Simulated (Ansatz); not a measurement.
TiSi₂ (C54 type, space group Fddd)

```
CELL_PARAMETERS angstrom
      0.00000     4.09012     4.24970
      2.38007     0.00000     4.24970
      2.38007     4.09012     0.00000
ATOMIC_POSITIONS crystal
  Si 0.66373 0.33627 0.66373
  Si 0.33627 0.66373 0.33627
  Si 0.58627 0.91373 0.58627
  Si 0.91373 0.58627 0.91373
  Ti 0.00000 0.00000 0.00000
  Ti 0.25000 0.25000 0.25000
```

The slice is a (110) plane (indices of the conventional cell) through the point (0.336, 0.664, 0.336) (fractional), spanned by u = [1 -1 0] and v = [1 1 -1] in vectors of this cell: u (4.73 Å) and v (8.50 Å, at 90° to u). It covers one period; positions are fractions (u, v).

The numbers are results of PBEsol (plane waves to 420 eV, PAW, scalar-relativistic; Ansatz, an electronic-structure program), not measurements. k mesh 13×13×13. Near the nuclei the fields are pseudised (PAW); where an atom keeps semicore shells as valence, they peak there. The PAW data are Ansatz's earlier set. TiSi2 is run without spin polarisation. TiSi2 was relaxed with its symmetry unable to fall.

Sketch the electrostatic potential energy of an electron, from the cell's mean on this plane as a map.


```
|xxxxxx888877779988xxxx|
|xxxx6699886666889966xx|
|6677998833xxxx33999977|
|77889955xxxxxxxx559988|
|66778833xxxxxxxx228877|
|77889955xxxxxxxx559988|
|9999997722xxxx22779999|
|9977332244666655335588|
|7711xxxxxx5566xxxxxx44|
|66xxxxxxxx4444xxxxxx22|
|7711xxxxxx6666xxxxxx55|
|9966221155999955224488|
|9977332266998844003377|
|7733xxxx117755xxxxxx33|
|6611xxxxxx5533xxxxxx00|
|7733xxxx117755xxxxxx22|
|6666444477998855223355|
|xxxx5588999999998855xx|
|xxxxxx889977889988xxxx|
|xxxxxx778866668877xxxx|
```
Scale: ten equal steps from 1.00 (start of '0') to 9.82 (end of '9'), in the order '0123456789'. Values: electrostatic potential energy of an electron, from the cell's mean, in eV. The map has 11 points along u (two characters each, u = 0 at the left) and 20 along v (v = 0 in the bottom row). Points within 1 Å of a nucleus are blanked (x), as the pseudised field means little there. Values under 1 eV are set to 1. The zero, the cell's mean, hangs on the PAW cores.
